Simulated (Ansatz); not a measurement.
CdS (zinc blende)

```
CdS
1.0
    0.00000     5.92710     5.92710
    2.96355     2.96355     5.92710
    2.96355     2.96355     0.00000
S Cd
2 2
Direct
  0.00000   0.75000   0.75000
  0.50000   0.75000   0.75000
  0.00000   0.00000   0.00000
  0.50000   0.00000   0.00000
```

The atoms are displaced by Q × the pattern below (from a DFPT mode at X = (0.5, 0.5, 0.0), largest move 1; Q in Å), at fixed cell. (q is in reciprocal vectors of the primitive cell; the cell shown is doubled to hold the pattern.)

```json
[
 {"atom": "S1", "x": "0.000", "y": "0.000", "z": "-1.000"},
 {"atom": "S2", "x": "0.000", "y": "0.000", "z": "1.000"}
]
```

Atoms not listed stay in place.

The numbers are results of PBE (plane waves to 420 eV, PAW, scalar-relativistic; Ansatz, a quantum-chemistry and plane-wave program), not measurements. k mesh 10×10×10 (Γ-centred), Fermi-Dirac smearing 0.05 eV. The energy includes the smearing's −TS. CdS was relaxed with its symmetry unable to fall. The PAW data are Ansatz's earlier set. The zero of ΔE is the undisplaced structure.

| Q (Å) | ΔE (eV/cell) |
|---|---|
| -0.280 | 0.672 |
| -0.187 | 0.301 |
| -0.093 | 0.075 |
| 0.000 | 0.000 |
| 0.093 | 0.075 |
| 0.187 | 0.301 |
| 0.280 | 0.672 |

Q: Which DFPT wavenumber at X = (0.5, 0.5, 0.0) belongs to this mode?
A) 271 cm⁻¹
B) 141 cm⁻¹
C) 54 cm⁻¹

A: A, 271 cm⁻¹. The curvature of the scan gives 271 cm⁻¹

(A displaced cell: forces are minus the slopes of the energy, force constants its curvatures, and phonons follow from these.)
